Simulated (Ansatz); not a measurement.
Input, command and steps of an Ansatz relaxation.

```yaml
crystal:
  lattice:
    - [4.0317714915, -6.9832330679, 0.0]
    - [4.0317714916, 6.9832330678, 0.0]
    - [0.0, 0.0, 16.7623717686]
  atoms:
    - { symbol: In, position: [0.3333333333, 0.1666666667, 0.1652802928] }
    - { symbol: In, position: [0.833533806, 0.1670676121, 0.1657456169] }
    - { symbol: In, position: [0.3329323879, 0.666466194, 0.1657456169] }
    - { symbol: In, position: [0.833533806, 0.666466194, 0.1657456169] }
    - { symbol: In, position: [0.7091205185, 0.3545602592, 0.6712723663] }
    - { symbol: In, position: [0.1454397408, 0.3545602592, 0.6712723663] }
    - { symbol: In, position: [0.6666666667, 0.8333333333, 0.6650622028] }
    - { symbol: In, position: [0.1454397408, 0.7908794815, 0.6712723663] }
    - { symbol: In, position: [0.3333333333, 0.1666666667, 0.3319613488] }
    - { symbol: In, position: [0.8336159056, 0.1672318111, 0.3323436494] }
    - { symbol: In, position: [0.3327681889, 0.6663840944, 0.3323436494] }
    - { symbol: In, position: [0.8336159056, 0.6663840944, 0.3323436494] }
    - { symbol: In, position: [0.6678213404, 0.3339106702, 0.8361162905] }
    - { symbol: In, position: [0.1660893298, 0.3339106702, 0.8361162905] }
    - { symbol: In, position: [0.6666666667, 0.8333333333, 0.8320409204] }
    - { symbol: In, position: [0.1660893298, 0.8321786596, 0.8361162905] }
    - { symbol: Br, position: [0.3333333333, 0.1666666667, 0.5997996194] }
    - { symbol: Se, position: [0.830736972, 0.1614739441, 0.5844088948] }
    - { symbol: Se, position: [0.3385260559, 0.669263028, 0.5844088948] }
    - { symbol: Se, position: [0.830736972, 0.669263028, 0.5844088948] }
    - { symbol: Se, position: [0.6668419974, 0.3334209987, 0.0887364829] }
    - { symbol: Se, position: [0.1665790013, 0.3334209987, 0.0887364829] }
    - { symbol: Se, position: [0.6666666667, 0.8333333333, 0.08931644] }
    - { symbol: Se, position: [0.1665790013, 0.8331580026, 0.0887364829] }
    - { symbol: Se, position: [0.3333333333, 0.1666666667, 0.9116114636] }
    - { symbol: Se, position: [0.8317072308, 0.1634144617, 0.9108743729] }
    - { symbol: Se, position: [0.3365855383, 0.6682927692, 0.9108743729] }
    - { symbol: Se, position: [0.8317072308, 0.6682927692, 0.9108743729] }
    - { symbol: Se, position: [0.6660732752, 0.3330366376, 0.4091851138] }
    - { symbol: Se, position: [0.1669633624, 0.3330366376, 0.4091851138] }
    - { symbol: Se, position: [0.6666666667, 0.8333333333, 0.4088793496] }
    - { symbol: Se, position: [0.1669633624, 0.8339267248, 0.4091851138] }
  host:
    lattice:
      - [4.0317714915, 0.0, 0.0]
      - [-2.0158857457, 3.4916165339, 0.0]
      - [0.0, 0.0, 16.7623717686]
    atoms:
      - { symbol: In, position: [0.3333333333, 0.6666666667, 0.1666581961] }
      - { symbol: In, position: [0.6666666667, 0.3333333333, 0.6666581961] }
      - { symbol: In, position: [0.3333333333, 0.6666666667, 0.3333418039] }
      - { symbol: In, position: [0.6666666667, 0.3333333333, 0.8333418039] }
      - { symbol: Se, position: [0.3333333333, 0.6666666667, 0.5898711358] }
      - { symbol: Se, position: [0.6666666667, 0.3333333333, 0.0898711358] }
      - { symbol: Se, position: [0.3333333333, 0.6666666667, 0.9101288642] }
      - { symbol: Se, position: [0.6666666667, 0.3333333333, 0.4101288642] }
total_charge: -1
basis:
  ecutwfc: 420
  xc_grid: 2
kpoints:
  mp_grid: { grid: [3, 3, 2], shift: [0.0, 0.0, 0.5] }
hamiltonian:
  xc: pbe
  dispersion: d3bj
scf:
  occupations: { method: gaussian, width: 0.02 }
output:
  forces: true
  stress: false
  eigenvalues: true
  charged_corrections:
    defect_position: [0.33333333, 0.16666667, 0.58987114]
    epsilon: [[11.7167, 0.0, 0.0], [0.0, 11.7167, 0.0], [0.0, 0.0, 10.3424]]
relax:
  adjacent_minimum: "off"
  f_tol: 0.025
  max_steps: 45
```

```bash
ansatz run input.yaml --threads 4 --pin off --max-ram 10240MiB --backend cpu --events-out ev --progress --plain --runs-dir out
```

Theory: DFT PBE+D3(BJ), scalar-relativistic, plane waves, PAW (Ansatz 0.2.0).

The cell holds a point defect: Br on a Se site (f), charge −1.

Of 8 frames 6 are shown, positions in Å and forces in eV/Å; the SCF threshold varies from step to step. The mark taken_back stands on steps that the optimiser undid.

```xyz
32
Lattice="4.0318 -6.9832 0.0000 4.0318 6.9832 0.0000 0.0000 0.0000 16.7624" Properties=species:S:1:pos:R:3:forces:R:3 pbc="T T T" step=1 free_energy_over_end_meV_per_atom=6.28
In    2.0159   -1.1639    2.7705    0.0000    0.0000   -0.0036
In    4.0342   -4.6541    2.7783    0.0063    0.0036    0.0028
In    4.0293    2.3291    2.7783   -0.0063    0.0036    0.0028
In    6.0477   -1.1667    2.7783    0.0000   -0.0073    0.0028
In    4.2885   -2.4760   11.2521    0.1808   -0.1044    0.1218
In    2.0159    1.4603   11.2521    0.0000    0.2088    0.1218
In    6.0477    1.1639   11.1480    0.0000    0.0000   -0.0619
In    3.7750    4.5073   11.2521   -0.1808   -0.1044    0.1218
In    2.0159   -1.1639    5.5645    0.0000    0.0000   -0.0178
In    4.0352   -4.6535    5.5709   -0.0151   -0.0087   -0.0038
In    4.0284    2.3297    5.5709    0.0151   -0.0087   -0.0038
In    6.0477   -1.1678    5.5709    0.0000    0.0175   -0.0038
In    4.0388   -2.3318   14.0153   -0.0272    0.0157   -0.1089
In    2.0159    1.1719   14.0153    0.0000   -0.0314   -0.1089
In    6.0477    1.1639   13.9470    0.0000    0.0000   -0.0063
In    4.0248    4.6515   14.0153    0.0272    0.0157   -0.1089
Br    2.0159   -1.1639   10.0541    0.0000    0.0000   -0.1527
Se    4.0004   -4.6736    9.7961   -0.1046   -0.0604   -0.1373
Se    4.0632    2.3096    9.7961    0.1046   -0.0604   -0.1373
Se    6.0477   -1.1276    9.7961    0.0000    0.1208   -0.1373
Se    4.0328   -2.3284    1.4874   -0.0043    0.0025   -0.0852
Se    2.0159    1.1651    1.4874    0.0000   -0.0049   -0.0852
Se    6.0477    1.1639    1.4972    0.0000    0.0000   -0.0641
Se    4.0307    4.6549    1.4874    0.0043    0.0025   -0.0852
Se    2.0159   -1.1639   15.2808    0.0000    0.0000    0.2771
Se    4.0121   -4.6668   15.2684   -0.0025   -0.0014    0.1033
Se    4.0514    2.3164   15.2684    0.0025   -0.0014    0.1033
Se    6.0477   -1.1412   15.2684    0.0000    0.0029    0.1033
Se    4.0282   -2.3257    6.8589    0.0191   -0.0110    0.0833
Se    2.0159    1.1597    6.8589    0.0000    0.0220    0.0833
Se    6.0477    1.1639    6.8538    0.0000    0.0000    0.0984
Se    4.0354    4.6576    6.8589   -0.0191   -0.0110    0.0833
32
Lattice="4.0318 -6.9832 0.0000 4.0318 6.9832 0.0000 0.0000 0.0000 16.7624" Properties=species:S:1:pos:R:3:forces:R:3 pbc="T T T" step=2 free_energy_over_end_meV_per_atom=4.96
In    2.0159   -1.1639    2.7413    0.0000    0.0000    0.0566
In    4.0408   -4.6503    2.7561   -0.0143   -0.0082    0.0754
In    4.0228    2.3329    2.7561    0.0143   -0.0082    0.0754
In    6.0477   -1.1742    2.7561    0.0000    0.0165    0.0754
In    4.3715   -2.5239   11.2399    0.1932   -0.1115    0.1158
In    2.0159    1.5562   11.2399    0.0000    0.2231    0.1158
In    6.0477    1.1639   11.0906    0.0000    0.0000    0.0864
In    3.6920    4.4593   11.2399   -0.1932   -0.1115    0.1158
In    2.0159   -1.1639    5.5912    0.0000    0.0000   -0.0096
In    4.0237   -4.6602    5.6016    0.0071    0.0041   -0.0798
In    4.0399    2.3231    5.6016   -0.0071    0.0041   -0.0798
In    6.0477   -1.1545    5.6016    0.0000   -0.0082   -0.0798
In    4.0050   -2.3123   14.0247   -0.1270    0.0733    0.0100
In    2.0159    1.1329   14.0247    0.0000   -0.1466    0.0100
In    6.0477    1.1639   13.9519    0.0000    0.0000   -0.0398
In    4.0586    4.6710   14.0247    0.1270    0.0733    0.0100
Br    2.0159   -1.1639   10.0860    0.0000    0.0000    0.0516
Se    3.9796   -4.6856    9.7014   -0.1011   -0.0583    0.1397
Se    4.0839    2.2976    9.7014    0.1011   -0.0583    0.1397
Se    6.0477   -1.1037    9.7014    0.0000    0.1167    0.1397
Se    4.0322   -2.3280    1.4283   -0.0234    0.0135    0.2071
Se    2.0159    1.1644    1.4283    0.0000   -0.0270    0.2071
Se    6.0477    1.1639    1.4602    0.0000    0.0000    0.1503
Se    4.0313    4.6552    1.4283    0.0234    0.0135    0.2071
Se    2.0159   -1.1639   15.4436    0.0000    0.0000   -0.2327
Se    4.0168   -4.6641   15.2994   -0.0108   -0.0062   -0.2121
Se    4.0467    2.3191   15.2994    0.0108   -0.0062   -0.2121
Se    6.0477   -1.1466   15.2994    0.0000    0.0124   -0.2121
Se    4.0345   -2.3293    6.9139   -0.0664    0.0383   -0.1944
Se    2.0159    1.1670    6.9139    0.0000   -0.0766   -0.1944
Se    6.0477    1.1639    6.9374    0.0000    0.0000   -0.2495
Se    4.0291    4.6539    6.9139    0.0664    0.0383   -0.1944
32
Lattice="4.0318 -6.9832 0.0000 4.0318 6.9832 0.0000 0.0000 0.0000 16.7624" Properties=species:S:1:pos:R:3:forces:R:3 pbc="T T T" step=4 free_energy_over_end_meV_per_atom=0.33
In    2.0159   -1.1639    2.7812    0.0000    0.0000   -0.0058
In    4.0341   -4.6542    2.7878    0.0065    0.0037   -0.0009
In    4.0295    2.3291    2.7878   -0.0065    0.0037   -0.0009
In    6.0477   -1.1665    2.7878    0.0000   -0.0075   -0.0009
In    4.4302   -2.5578   11.2450    0.0477   -0.0275    0.0917
In    2.0159    1.6239   11.2450    0.0000    0.0551    0.0917
In    6.0477    1.1639   11.1572    0.0000    0.0000   -0.0401
In    3.6333    4.4255   11.2450   -0.0477   -0.0275    0.0917
In    2.0159   -1.1639    5.5780    0.0000    0.0000    0.0369
In    4.0369   -4.6525    5.5821   -0.0044   -0.0026    0.0116
In    4.0266    2.3307    5.5821    0.0044   -0.0026    0.0116
In    6.0477   -1.1698    5.5821    0.0000    0.0051    0.0116
In    3.9497   -2.2804   13.9846   -0.0175    0.0101   -0.0242
In    2.0159    1.0691   13.9846    0.0000   -0.0202   -0.0242
In    6.0477    1.1639   13.9654    0.0000    0.0000    0.0162
In    4.1138    4.7029   13.9846    0.0175    0.0101   -0.0242
Br    2.0159   -1.1639   10.1203    0.0000    0.0000    0.0402
Se    3.9484   -4.7036    9.7220   -0.0477   -0.0275    0.0038
Se    4.1152    2.2796    9.7220    0.0477   -0.0275    0.0038
Se    6.0477   -1.0676    9.7220    0.0000    0.0551    0.0038
Se    4.0326   -2.3282    1.4955    0.0082   -0.0047    0.0108
Se    2.0159    1.1649    1.4955    0.0000    0.0094    0.0108
Se    6.0477    1.1639    1.5012    0.0000    0.0000    0.0170
Se    4.0309    4.6550    1.4955   -0.0082   -0.0047    0.0108
Se    2.0159   -1.1639   15.4823    0.0000    0.0000   -0.1458
Se    4.0422   -4.6495   15.2239   -0.0395   -0.0228   -0.0094
Se    4.0214    2.3338   15.2239    0.0395   -0.0228   -0.0094
Se    6.0477   -1.1759   15.2239    0.0000    0.0456   -0.0094
Se    4.0280   -2.3256    6.8769    0.0062   -0.0036   -0.0392
Se    2.0159    1.1596    6.8769    0.0000    0.0072   -0.0392
Se    6.0477    1.1639    6.8592    0.0000    0.0000   -0.0491
Se    4.0355    4.6576    6.8769   -0.0062   -0.0036   -0.0392
32
Lattice="4.0318 -6.9832 0.0000 4.0318 6.9832 0.0000 0.0000 0.0000 16.7624" Properties=species:S:1:pos:R:3:forces:R:3 pbc="T T T" step=5 free_energy_over_end_meV_per_atom=0.13
In    2.0159   -1.1639    2.7573    0.0000    0.0000    0.0038
In    4.0366   -4.6527    2.7636   -0.0046   -0.0027   -0.0047
In    4.0270    2.3305    2.7636    0.0046   -0.0027   -0.0047
In    6.0477   -1.1694    2.7636    0.0000    0.0053   -0.0047
In    4.4488   -2.5685   11.2807   -0.0144    0.0083    0.0069
In    2.0159    1.6454   11.2807    0.0000   -0.0166    0.0069
In    6.0477    1.1639   11.1781    0.0000    0.0000   -0.0446
In    3.6147    4.4147   11.2807    0.0144    0.0083    0.0069
In    2.0159   -1.1639    5.5544    0.0000    0.0000    0.0162
In    4.0356   -4.6533    5.5538    0.0077    0.0045    0.0051
In    4.0279    2.3300    5.5538   -0.0077    0.0045    0.0051
In    6.0477   -1.1683    5.5538    0.0000   -0.0089    0.0051
In    3.9639   -2.2885   14.0075   -0.0280    0.0162    0.0023
In    2.0159    1.0855   14.0075    0.0000   -0.0323    0.0023
In    6.0477    1.1639   13.9831    0.0000    0.0000   -0.0270
In    4.0997    4.6947   14.0075    0.0280    0.0162    0.0023
Br    2.0159   -1.1639   10.1768    0.0000    0.0000    0.0355
Se    3.9471   -4.7044    9.7472   -0.0265   -0.0153   -0.0045
Se    4.1165    2.2788    9.7472    0.0265   -0.0153   -0.0045
Se    6.0477   -1.0661    9.7472    0.0000    0.0306   -0.0045
Se    4.0331   -2.3285    1.4720    0.0026   -0.0015    0.0153
Se    2.0159    1.1654    1.4720    0.0000    0.0030    0.0153
Se    6.0477    1.1639    1.4841    0.0000    0.0000    0.0193
Se    4.0305    4.6547    1.4720   -0.0026   -0.0015    0.0153
Se    2.0159   -1.1639   15.4672    0.0000    0.0000   -0.0864
Se    4.0314   -4.6557   15.2544    0.0141    0.0081   -0.0141
Se    4.0321    2.3276   15.2544   -0.0141    0.0081   -0.0141
Se    6.0477   -1.1635   15.2544    0.0000   -0.0163   -0.0141
Se    4.0305   -2.3270    6.8442   -0.0024    0.0014    0.0159
Se    2.0159    1.1624    6.8442    0.0000   -0.0027    0.0159
Se    6.0477    1.1639    6.8265    0.0000    0.0000    0.0162
Se    4.0330    4.6562    6.8442    0.0024    0.0014    0.0159
32
Lattice="4.0318 -6.9832 0.0000 4.0318 6.9832 0.0000 0.0000 0.0000 16.7624" Properties=species:S:1:pos:R:3:forces:R:3 pbc="T T T" step=7 free_energy_over_end_meV_per_atom=0.12 taken_back
In    2.0159   -1.1639    2.7818    0.0000    0.0000   -0.0085
In    4.0351   -4.6536    2.7793    0.0101    0.0058   -0.0034
In    4.0284    2.3297    2.7793   -0.0101    0.0058   -0.0034
In    6.0477   -1.1677    2.7793    0.0000   -0.0116   -0.0034
In    4.4453   -2.5665   11.2577    0.0558   -0.0322    0.0598
In    2.0159    1.6414   11.2577    0.0000    0.0644    0.0598
In    6.0477    1.1639   11.1508    0.0000    0.0000   -0.0032
In    3.6182    4.4167   11.2577   -0.0558   -0.0322    0.0598
In    2.0159   -1.1639    5.5805    0.0000    0.0000   -0.0035
In    4.0429   -4.6491    5.5706   -0.0164   -0.0095   -0.0010
In    4.0206    2.3342    5.5706    0.0164   -0.0095   -0.0010
In    6.0477   -1.1767    5.5706    0.0000    0.0189   -0.0010
In    3.9704   -2.2923   13.9870   -0.0099    0.0057   -0.0211
In    2.0159    1.0930   13.9870    0.0000   -0.0115   -0.0211
In    6.0477    1.1639   13.9541    0.0000    0.0000    0.0207
In    4.0931    4.6909   13.9870    0.0099    0.0057   -0.0211
Br    2.0159   -1.1639   10.2303    0.0000    0.0000   -0.0881
Se    3.9458   -4.7051    9.7273   -0.0208   -0.0120   -0.0210
Se    4.1177    2.2781    9.7273    0.0208   -0.0120   -0.0210
Se    6.0477   -1.0646    9.7273    0.0000    0.0240   -0.0210
Se    4.0313   -2.3275    1.4905   -0.0056    0.0032   -0.0041
Se    2.0159    1.1633    1.4905    0.0000   -0.0065   -0.0041
Se    6.0477    1.1639    1.4973    0.0000    0.0000    0.0183
Se    4.0322    4.6558    1.4905    0.0056    0.0032   -0.0041
Se    2.0159   -1.1639   15.4206    0.0000    0.0000    0.0320
Se    4.0308   -4.6560   15.2364   -0.0078   -0.0045   -0.0033
Se    4.0327    2.3272   15.2364    0.0078   -0.0045   -0.0033
Se    6.0477   -1.1628   15.2364    0.0000    0.0090   -0.0033
Se    4.0307   -2.3271    6.8690   -0.0016    0.0009   -0.0003
Se    2.0159    1.1627    6.8690    0.0000   -0.0019   -0.0003
Se    6.0477    1.1639    6.8293    0.0000    0.0000    0.0153
Se    4.0328    4.6561    6.8690    0.0016    0.0009   -0.0003
32
Lattice="4.0318 -6.9832 0.0000 4.0318 6.9832 0.0000 0.0000 0.0000 16.7624" Properties=species:S:1:pos:R:3:forces:R:3 pbc="T T T" step=8 free_energy_over_end_meV_per_atom=0.00
In    2.0159   -1.1639    2.7786    0.0000    0.0000    0.0017
In    4.0371   -4.6524    2.7811   -0.0011   -0.0006   -0.0028
In    4.0264    2.3308    2.7811    0.0011   -0.0006   -0.0028
In    6.0477   -1.1701    2.7811    0.0000    0.0012   -0.0028
In    4.4519   -2.5703   11.2627   -0.0044    0.0025    0.0049
In    2.0159    1.6490   11.2627    0.0000   -0.0050    0.0049
In    6.0477    1.1639   11.1558    0.0000    0.0000   -0.0103
In    3.6117    4.4129   11.2627    0.0044    0.0025    0.0049
In    2.0159   -1.1639    5.5770    0.0000    0.0000    0.0038
In    4.0385   -4.6516    5.5719    0.0011    0.0006    0.0007
In    4.0251    2.3316    5.5719   -0.0011    0.0006    0.0007
In    6.0477   -1.1716    5.5719    0.0000   -0.0013    0.0007
In    3.9643   -2.2888   13.9864   -0.0041    0.0023    0.0006
In    2.0159    1.0860   13.9864    0.0000   -0.0047    0.0006
In    6.0477    1.1639   13.9593    0.0000    0.0000   -0.0050
In    4.0992    4.6944   13.9864    0.0041    0.0023    0.0006
Br    2.0159   -1.1639   10.1929    0.0000    0.0000   -0.0104
Se    3.9446   -4.7058    9.7281   -0.0044   -0.0025    0.0024
Se    4.1189    2.2774    9.7281    0.0044   -0.0025    0.0024
Se    6.0477   -1.0632    9.7281    0.0000    0.0051    0.0024
Se    4.0321   -2.3279    1.4901   -0.0004    0.0002   -0.0038
Se    2.0159    1.1643    1.4901    0.0000   -0.0005   -0.0038
Se    6.0477    1.1639    1.5037    0.0000    0.0000    0.0000
Se    4.0314    4.6553    1.4901    0.0004    0.0002   -0.0038
Se    2.0159   -1.1639   15.4340    0.0000    0.0000   -0.0056
Se    4.0318   -4.6555   15.2334    0.0028    0.0016    0.0038
Se    4.0317    2.3278   15.2334   -0.0028    0.0016    0.0038
Se    6.0477   -1.1640   15.2334    0.0000   -0.0033    0.0038
Se    4.0306   -2.3271    6.8655   -0.0020    0.0012    0.0022
Se    2.0159    1.1625    6.8655    0.0000   -0.0024    0.0022
Se    6.0477    1.1639    6.8389    0.0000    0.0000    0.0014
Se    4.0329    4.6562    6.8655    0.0020    0.0012    0.0022
```

Time: 4.5 min on 4 threads of Intel(R) Xeon(R) 6975P-C (Granite Rapids), on a shared host, peak memory 4.6 GiB.

The relaxation kept the symmetry at the defect while a level is partly filled, so a distortion that splits the level (Jahn–Teller) was held off and may lie lower. The cell is also small for a charged defect.